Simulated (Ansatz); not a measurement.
# B2O under pressure

Computed with DFT PBE, scalar-relativistic, plane waves, PAW (Ansatz 0.2.0). Settings: 420 eV plane-wave cutoff, Γ-centred 18×18×4 mesh, Fermi-Dirac smearing of 0.15 eV. No spin polarisation. Phonons by linear response, acoustic sum rule imposed.

The cell, relaxed at this level:
```
B O
1.0
     2.56885    0.00000    0.00000
    -1.28443    2.22469    0.00000
     0.00000    0.00000   11.59031
B O
4 2
Direct
  0.00000 0.00000 0.42468
  0.00000 0.00000 0.57532
  0.66667 0.33333 0.02209
  0.33333 0.66667 0.97791
  0.66667 0.33333 0.37688
  0.33333 0.66667 0.62312
```

In a metal, frequencies and elastic constants depend on the k mesh and the smearing, soft modes and shear constants most. Spin polarisation was left out, and a magnetic state may lie lower. The crystal is built of layers and no dispersion correction was added, so the binding between them is poorly described, and with it their spacing and whatever depends on it. A semilocal functional can close a gap that the real compound has.

Question: The cell is relaxed again at 2 and 6 GPa. How do volume, gap and optical modes at Γ (cm⁻¹, counted from the lowest optical one; a degenerate one stands once) change?

Answer:
```tsv
	0 GPa	2 GPa	6 GPa
V/V0	1.000	0.832	0.759
gap (eV)	0.00	0.00	0.00
mode 1	7	26	41
mode 3	21	85	135
mode 4	305	307	310
mode 6	451	458	469
mode 7	525	554	583
mode 8	644	673	711
mode 10	664	692	730
mode 12	912	906	907
mode 13	1068	1050	1039
mode 15	1126	1131	1140
```